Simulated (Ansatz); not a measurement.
Li₂Pt:
```yaml
crystal:
  lattice:
    - [4.14657, 0.00000, 0.00000]
    - [-2.07329, 3.59104, 0.00000]
    - [0.00000, 0.00000, 2.67409]
  atoms:
    - { symbol: Li, position: [0.33333, 0.66667, 0.50000] }
    - { symbol: Li, position: [0.66667, 0.33333, 0.50000] }
    - { symbol: Pt, position: [0.00000, 0.00000, 0.00000] }
```

Relaxed with r²SCAN. Special points in fractions of this cell's reciprocal vectors: Γ (0.000, 0.000, 0.000); M (0.500, 0.000, 0.000); K (0.333, 0.333, 0.000); A (0.000, 0.000, 0.500); L (0.500, 0.000, 0.500); H (0.333, 0.333, 0.500).

Question: List the band energies nearest the Fermi level at these points for the program Ansatz at the r²SCAN level (PAW).

Answer: In eV from the Fermi level; about four levels below and three above (degenerate sets whole), none deeper than 8.9 eV; … stands for higher levels left out; points with the same levels are listed once.

| k | below | above |
|---|---|---|
| Γ | -3.41 -3.41 -0.63 -0.63 | 4.22 4.22 7.30 7.30 |
| M | -2.29 -1.85 -0.77 -0.66 | 0.84 8.54 13.28 |
| K | -0.72 -0.72 -0.46 -0.46 | 9.31 … |
| A | -3.83 -3.83 -2.25 -2.25 | 0.63 3.14 7.45 7.45 |
| L | -4.07 -2.98 -1.71 -1.22 | 0.76 1.23 4.68 |
| H | -4.20 -4.20 -2.30 -2.30 -1.33 | 1.33 2.65 2.65 |

Space group P6/mmm. The first step of the workflow began from a Materials Project structure, measured or hypothetical; the Crystallography Open Database files this formula in space group No. 191, but the cells were not matched. Its standing as an ambient phase is unchecked. The cell was relaxed with r²SCAN under the symmetry of its start; its stability against distortions is not shown here. The run is not spin-polarised. Spin–orbit coupling is left out wherever it is not named.

Potentials: the later of the program's two PAW sets.
